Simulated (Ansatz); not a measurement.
Al3Cu (Pm-3m): electronic heat capacity and spin susceptibility from the density of states

Level of theory: DFT r2SCAN, scalar-relativistic, plane waves, PAW in Ansatz.

Settings: cutoff 500 eV, Γ-centred mesh 12×12×12 on the computed 4-atom cell, Gaussian smearing of 0.10 eV; no spin polarisation.

Relaxed cell: Pm-3m, a = 3.889 Å, b = 3.889 Å, c = 3.889 Å, α = 90.00°, β = 90.00°, γ = 90.00°, 4 atoms in the primitive cell. Whether it is the stable form of this composition wasn't checked.

The density of states at the Fermi level is 1.360 states/eV in the cell of 4 atoms (1 formula unit; both spins, tetrahedra on a 18×18×18 mesh).

Q: What Sommerfeld coefficient and Pauli susceptibility does this give?

A: Per formula unit N(E_F) = 1.360 states/eV. γ = (π²/3) k_B² N(E_F) N_A = 2.357 mJ/(mol K²) per state/eV, so γ = 3.2 mJ/(mol K²), a mole of formula units. χ_P = μ_B² N(E_F) N_A = 3.23×10⁻⁵ emu/mol per state/eV gives 4.4×10⁻⁵ emu/mol. This is the bare band result: a measured γ of the same phase is as a rule larger by a factor 1 + λ from phonons and spin fluctuations, the spin part of χ is larger by the Stoner factor, and a measured χ also holds orbital and core terms. N(E_F) at one energy is sensitive to the mesh where the density of states has sharp peaks.